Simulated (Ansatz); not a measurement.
Input file for Ansatz (a program for electronic structure):

Ansatz 0.2 input:
```yaml
crystal:
  lattice:
    - [4.8349170856, -2.7552478886, 0.0]
    - [4.8349170856, 2.7552478886, 0.0]
    - [0.0, 0.0, 4.9295796856]
  atoms:
    - { symbol: Al, position: [0.9925885556, 0.6712657208, 0.4316982026] }
    - { symbol: Al, position: [0.0074114444, 0.3287342792, 0.9316982026] }
    - { symbol: Al, position: [0.3287342792, 0.0074114444, 0.4316982026] }
    - { symbol: Al, position: [0.6712657208, 0.9925885556, 0.9316982026] }
    - { symbol: O, position: [0.780978776, 0.219021224, 0.9891485865] }
    - { symbol: O, position: [0.219021224, 0.780978776, 0.4891485865] }
    - { symbol: O, position: [0.8987052828, 0.6590540172, 0.0875925042] }
    - { symbol: O, position: [0.1012947172, 0.3409459828, 0.5875925041] }
    - { symbol: O, position: [0.3409459828, 0.1012947172, 0.0875925042] }
    - { symbol: O, position: [0.6590540172, 0.8987052828, 0.5875925041] }
kpoints:
  mp_grid: { grid: [6, 6, 6] }
hamiltonian:
  xc: r2scan
  pseudopotentials: { kind: paw }
scf:
  occupations: { method: fixed }
elastic: { mode: relaxed_ion, stencil: two_point, amplitude: 0.005, f_tol: 0.0005 }
output: { polarization: {} }
```

Output (shortened):

```
Pseudopotential: Al, paw, valence charge 3
Pseudopotential: O, paw, valence charge 6
Functional definition: r2SCAN
Crystal: 10 atoms, lattice volume = 131.338 Å³
Basis set: ecut = 500 eV, 3331 PW (Γ), exchange–correlation on 180×180×160 points (64 copies of the dense FFT grid, shifted against one another)
Bands: 34, of which v1, the nominal top of the filled ones, is band 24 counted from 1 (23 counted from 0)
Symmetry: 4 space group operations
Space group: Cmc21 (ITA 36), of the structure as read, at distance tolerance 5.1e-5 Å
k-points: 52 of 216 (time reversal used)
SCF 1 converged in 11 iterations: F = -5589.653895 eV  dr2 = 8.18e-14
Crystal: 10 atoms, lattice volume = 131.338 Å³
SCF 2 converged in 2 iterations: F = -5589.653895 eV  dr2 = 1.67e-14
Crystal: 10 atoms, lattice volume = 130.681 Å³
Basis set: ecut = 500 eV, 3303 PW (Γ), exchange–correlation on 180×180×160 points (64 copies of the dense FFT grid, shifted against one another)
SCF 3 converged in 11 iterations: F = -5589.649111 eV  dr2 = 9.41e-15
relax step   1: F+E_penalty+E_count = -5589.64911061 eV  Δ(F+E_penalty+E_count) = +0.000e0 eV  max|allowed force component| = 1.792e-1 eV/Å  Δτ_max = 0.0000 Å  (11 SCF iters, accepted)
Crystal: 10 atoms, lattice volume = 130.681 Å³
SCF 4 converged in 10 iterations: F = -5589.650376 eV  dr2 = 2.86e-14
relax step   2: F+E_penalty+E_count = -5589.65037591 eV  Δ(F+E_penalty+E_count) = -1.265e-3 eV  max|allowed force component| = 9.637e-2 eV/Å  Δτ_max = 0.0023 Å  (10 SCF iters, accepted)
Crystal: 10 atoms, lattice volume = 130.681 Å³
SCF 5 converged in 11 iterations: F = -5589.651220 eV  dr2 = 4.73e-15
relax step   3: F+E_penalty+E_count = -5589.65121963 eV  Δ(F+E_penalty+E_count) = -8.437e-4 eV  max|allowed force component| = 2.124e-2 eV/Å  Δτ_max = 0.0050 Å  (11 SCF iters, accepted)
Crystal: 10 atoms, lattice volume = 130.681 Å³
SCF 6 converged in 11 iterations: F = -5589.651463 eV  dr2 = 3.01e-14
relax step   4: F+E_penalty+E_count = -5589.65146319 eV  Δ(F+E_penalty+E_count) = -2.436e-4 eV  max|allowed force component| = 8.779e-3 eV/Å  Δτ_max = 0.0102 Å  (11 SCF iters, accepted)
Crystal: 10 atoms, lattice volume = 130.681 Å³
SCF 7 converged in 10 iterations: F = -5589.651510 eV  dr2 = 4.28e-14
relax step   5: F+E_penalty+E_count = -5589.65150973 eV  Δ(F+E_penalty+E_count) = -4.654e-5 eV  max|allowed force component| = 3.840e-4 eV/Å  Δτ_max = 0.0029 Å  (10 SCF iters, accepted)
Crystal: 10 atoms, lattice volume = 130.681 Å³
SCF 8 converged in 2 iterations: F = -5589.651510 eV  dr2 = 1.86e-14
Crystal: 10 atoms, lattice volume = 131.994 Å³
SCF 9 converged in 11 iterations: F = -5589.649214 eV  dr2 = 8.35e-15
relax step   1: F+E_penalty+E_count = -5589.64921425 eV  Δ(F+E_penalty+E_count) = +0.000e0 eV  max|allowed force component| = 1.695e-1 eV/Å  Δτ_max = 0.0000 Å  (11 SCF iters, accepted)
Crystal: 10 atoms, lattice volume = 131.994 Å³
SCF 10 converged in 10 iterations: F = -5589.650417 eV  dr2 = 3.92e-14
relax step   2: F+E_penalty+E_count = -5589.65041679 eV  Δ(F+E_penalty+E_count) = -1.203e-3 eV  max|allowed force component| = 9.182e-2 eV/Å  Δτ_max = 0.0025 Å  (10 SCF iters, accepted)
Crystal: 10 atoms, lattice volume = 131.994 Å³
SCF 11 converged in 11 iterations: F = -5589.651227 eV  dr2 = 7.27e-15
relax step   3: F+E_penalty+E_count = -5589.65122663 eV  Δ(F+E_penalty+E_count) = -8.098e-4 eV  max|allowed force component| = 1.852e-2 eV/Å  Δτ_max = 0.0053 Å  (11 SCF iters, accepted)
Crystal: 10 atoms, lattice volume = 131.994 Å³
[...]
SCF 75 converged in 10 iterations: F = -5589.653518 eV  dr2 = 9.87e-14
relax step   3: F+E_penalty+E_count = -5589.65351801 eV  Δ(F+E_penalty+E_count) = -2.367e-4 eV  max|allowed force component| = 5.784e-3 eV/Å  Δτ_max = 0.0019 Å  (10 SCF iters, accepted)
Crystal: 10 atoms, lattice volume = 131.337 Å³
SCF 76 converged in 9 iterations: F = -5589.653522 eV  dr2 = 7.75e-14
relax step   4: F+E_penalty+E_count = -5589.65352184 eV  Δ(F+E_penalty+E_count) = -3.836e-6 eV  max|allowed force component| = 2.231e-3 eV/Å  Δτ_max = 0.0007 Å  (9 SCF iters, accepted)
Crystal: 10 atoms, lattice volume = 131.337 Å³
SCF 77 converged in 9 iterations: F = -5589.653523 eV  dr2 = 8.86e-15
relax step   5: F+E_penalty+E_count = -5589.65352339 eV  Δ(F+E_penalty+E_count) = -1.542e-6 eV  max|allowed force component| = 7.306e-5 eV/Å  Δτ_max = 0.0003 Å  (9 SCF iters, accepted)
Crystal: 10 atoms, lattice volume = 131.337 Å³
SCF 78 converged in 2 iterations: F = -5589.653523 eV  dr2 = 1.36e-15
SCF converged after 2 iterations
Free energy (F): -5589.653895 eV
Harris-Foulkes:  -5589.653895 eV  (|F-HF|=1.82e-12)
Internal energy: -5589.653895 eV  (E = F + TS)
E sigma→0 (E₀):  -5589.653895 eV
Fermi energy:    2.258943 eV
--- Per-component energies (eV) ---
  E_band       = -210.232184
  E_kinetic    = 1178.789771
  E_local      = -2964.289502  (includes V_loc(G=0)·N_el)
  E_nonlocal   = 322.598536
  E_hartree    = 1108.893060
  E_xc         = -594.821090
  E_vxc        = -771.454483  (∫ρ·V_xc dr)
  E_paw        = -2858.220077  (= ΣΔE_a)
  E_vpaw       = -242.320178  (= ΣTr[D̂ρ^β])
  E_aug_tail   = 0.006100  (compensation charges beyond the density's cutoff)
  E_vtau       = 48.651453  (kinetic-family band-sum trace: ∫τ·v_τ [+ j·A + Jᵃ·Aᵃ] dr)
  E_ewald      = -1782.178614
  E_core_change = -0.432078  (= ΣΔE_core)
  E_smearing   =  0.000000  (= −TS)
  E_closure    =  0.000000  (closes the sum)
  Σ components = -5589.653895   (vs F -5589.653895, Δ=0.00e0)
--- Forces (eV/Å), atoms counted from 1 ---
  atom   1  Al    -0.00045052    -0.00027847    -0.00003881
  atom   2  Al     0.00045052     0.00027847    -0.00003881
  atom   3  Al     0.00045052    -0.00027847    -0.00003881
  atom   4  Al    -0.00045052     0.00027847    -0.00003881
  atom   5  O      0.00000000    -0.00048010     0.00026921
  atom   6  O      0.00000000     0.00048010     0.00026921
  atom   7  O     -0.00010713    -0.00014694    -0.00009120
  atom   8  O      0.00010713     0.00014694    -0.00009120
  atom   9  O      0.00010713    -0.00014694    -0.00009120
  atom  10  O     -0.00010713     0.00014694    -0.00009120
  max |Σ_I F_I| component: 1.84e-5 eV/Å
--- Stress (GPa, compression-positive) ---
        0.000232       0.000000       0.000000
        0.000000      -0.001379       0.000000
        0.000000       0.000000       0.000456
  P = ⅓ Tr σ = -0.0002 GPa (-0.002 kbar)
--- Band table (eV; the first three rows and the last of 52) ---
  k-point 0: bands = ["-17.3230", "-16.2318", "-16.2055", "-16.0918", "-14.5023", "-14.4681", "-3.8714", "-3.5859", "-3.5836", "-2.3181", "-1.9768", "-1.8076", "-0.8741", "-0.8734", "-0.6939", "-0.2955", "0.5186", "0.5583", "0.7082", "0.8048", "1.4046", …
  k-point 1: bands = ["-17.2580", "-16.2933", "-16.2202", "-16.0988", "-14.4980", "-14.4673", "-3.7727", "-3.7366", "-3.6547", "-2.2129", "-1.7708", "-1.6997", "-0.9478", "-0.7934", "-0.7314", "-0.4989", "0.5464", "0.5541", "0.6385", "0.6820", "1.5099", …
  k-point 2: bands = ["-17.0747", "-16.5211", "-16.1898", "-16.1196", "-14.4873", "-14.4684", "-4.0389", "-3.9954", "-3.0549", "-1.9580", "-1.7207", "-1.3840", "-1.1245", "-1.0835", "-0.8706", "-0.5318", "0.5109", "0.5230", "0.5662", "0.5957", "1.7020", …
  k-point 51: bands = ["-16.7541", "-16.7541", "-16.1684", "-16.1684", "-14.5556", "-14.5556", "-3.7880", "-3.7880", "-2.4854", "-2.4854", "-1.3588", "-1.3588", "-1.0380", "-1.0380", "-0.7492", "-0.7492", "-0.1277", "-0.1277", "0.8769", "0.8769", "1.5313", …
--- Elastic constants: 6 strain directions × 2 members + reference (group order 4) ---
  dense FFT box of the reference and of every strained cell: 45×45×40
  strains applied: 11, 22, 33, 23, 13, 12; error gains …
  C = ∂σ_k/∂η_j (tension-positive GPa; Voigt order 11 22 33 23 13 12):
       235.139     72.488     50.408      0.000      0.000      0.000
        72.456    141.802     35.700      0.000      0.000      0.000
        50.314     35.674    171.777      0.000      0.000      0.000
         0.000      0.000      0.000     67.246      0.000      0.000
         0.000      0.000      0.000      0.000     26.281      0.000
         0.000      0.000      0.000      0.000      0.000     36.245
  reference stress σ⁰ (GPa):      0.000      0.001      0.000      0.000      0.000      0.000
  moduli (Voigt/Reuss/Hill, GPa): K = 96.20/90.10/93.15   G = 51.97/44.12/48.04   E = 122.98   ν = 0.280
  mechanically stable: yes (min eigenvalue of sym C = 26.28 GPa)
  e, the proper piezoelectric tensor (elastic.mode: relaxed_ion; C/m²; rows x y z; Voigt order 11 22 33 23 13 12):
       0.00000    0.00000    0.00000    0.00000    0.23904    0.00000
       0.00000    0.00000    0.00000    0.36890    0.00000    0.00000
       0.61586    0.41791   -0.05041    0.00000    0.00000    0.00000
  ±, each entry's uncertainty from the finite density of the strings (C/m²), an estimate: the size of the correction for it that the entry includes:
       0.00000    0.00000    0.00000    0.00000    0.00005    0.00000
       0.00000    0.00000    0.00000    0.00050    0.00000    0.00000
       0.00116    0.00051    0.00140    0.00000    0.00000    0.00000
  strain η (Voigt 11):  stress-route row diagonal C_11 = 235.14 GPa, energy-path curvature d²(F+E_count+ΔE)/dδ²/Ω₀ = 235.16 GPa
         δ    σ_11 (GPa)             F (eV)   n_scf  n_hpsi   n_pw
    -5.000e-3      -1.1599       -5589.6515097       2   12937   3340   relax 5 steps, max|allowed force component| 3.84e-4 eV/Å
     5.000e-3       1.1915       -5589.6514635       2   12993   3372   relax 5 steps, max|allowed force component| 3.01e-4 eV/Å
  strain η (Voigt 22):  stress-route row diagonal C_22 = 141.80 GPa, energy-path curvature d²(F+E_count+ΔE)/dδ²/Ω₀ = 141.80 GPa
         δ    σ_22 (GPa)             F (eV)   n_scf  n_hpsi   n_pw
    -5.000e-3      -0.7068       -5589.6524348       2   12979   3340   relax 6 steps, max|allowed force component| 1.38e-4 eV/Å
     5.000e-3       0.7112       -5589.6524451       2   13018   3376   relax 6 steps, max|allowed force component| 8.96e-5 eV/Å
  strain η (Voigt 33):  stress-route row diagonal C_33 = 171.78 GPa, energy-path curvature d²(F+E_count+ΔE)/dδ²/Ω₀ = 171.71 GPa
         δ    σ_33 (GPa)             F (eV)   n_scf  n_hpsi   n_pw
    -5.000e-3      -0.8549       -5589.6521359       2   12963   3344   relax 7 steps, max|allowed force component| 3.39e-4 eV/Å
     5.000e-3       0.8628       -5589.6521453       2   12911   3372   relax 7 steps, max|allowed force component| 3.43e-4 eV/Å
  strain η (Voigt 23):  stress-route row diagonal C_44 = 67.25 GPa, energy-path curvature d²(F+E_count+ΔE)/dδ²/Ω₀ = 67.25 GPa
         δ    σ_23 (GPa)             F (eV)   n_scf  n_hpsi   n_pw
    -5.000e-3      -0.3362       -5589.6532091       2   16921   3364   relax 5 steps, max|allowed force component| 1.28e-4 eV/Å
     5.000e-3       0.3362       -5589.6532091       2   16900   3364   relax 5 steps, max|allowed force component| 1.28e-4 eV/Å
  strain η (Voigt 13):  stress-route row diagonal C_55 = 26.28 GPa, energy-path curvature d²(F+E_count+ΔE)/dδ²/Ω₀ = 26.25 GPa
         δ    σ_13 (GPa)             F (eV)   n_scf  n_hpsi   n_pw
    -5.000e-3      -0.1314       -5589.6536255       2   16865   3356   relax 4 steps, max|allowed force component| 2.42e-4 eV/Å
     5.000e-3       0.1314       -5589.6536255       2   16928   3356   relax 4 steps, max|allowed force component| 2.42e-4 eV/Å
  strain η (Voigt 12):  stress-route row diagonal C_66 = 36.25 GPa, energy-path curvature d²(F+E_count+ΔE)/dδ²/Ω₀ = 36.25 GPa
         δ    σ_12 (GPa)             F (eV)   n_scf  n_hpsi   n_pw
    -5.000e-3      -0.1812       -5589.6535234       2   19903   3360   relax 5 steps, max|allowed force component| 7.31e-5 eV/Å
     5.000e-3       0.1812       -5589.6535234       2   19825   3360   relax 5 steps, max|allowed force component| 7.31e-5 eV/Å
--- Formal polarisation (Berry phase): one branch of a lattice of values; only differences between neighbouring runs are physical ---
  axis  mesh            electronic          ionic      p = total  spread (rad)  least overlap  resolved gap  δp at fixed H ≤   (phases in cycles; p mod 1 …
  b1    6×6×6           0.00000000    24.00000000    24.00000000      0.001164         0.9751        4.9727           3.1e-6
  b2    6×6×6           0.00000000    24.00000000    24.00000000      0.001164         0.9751        4.9727           3.1e-6
  b3    6×6×6          -0.59421512    25.15238157    24.55816645      0.006407         0.9738        4.9727           2.9e-6
  quantum along a1:   0.04237070 e/Å² =    67.885352 µC/cm²
  quantum along a2:   0.04237070 e/Å² =    67.885352 µC/cm²
  quantum along a3:   0.03753361 e/Å² =    60.135467 µC/cm²
  P = (  1.76701677,   0.00000000,   0.92175655) e/Å² = ( 2831.072987,     0.000000,  1476.816812) µC/cm²  (mod the quanta)
```

Cost: very roughly 50 core-minutes on shared cores.

Space group Cmc2_1. The first step of the workflow began from a Materials Project structure, measured or hypothetical; the Crystallography Open Database copy checked does not list it. It is not the phase usual at ambient conditions (space group No. 167). The r²SCAN relaxation kept the symmetry of its start; its stability against distortions is not shown here.

Potentials: the later of the program's two PAW sets.

Ansatz is a plane-wave DFT program.
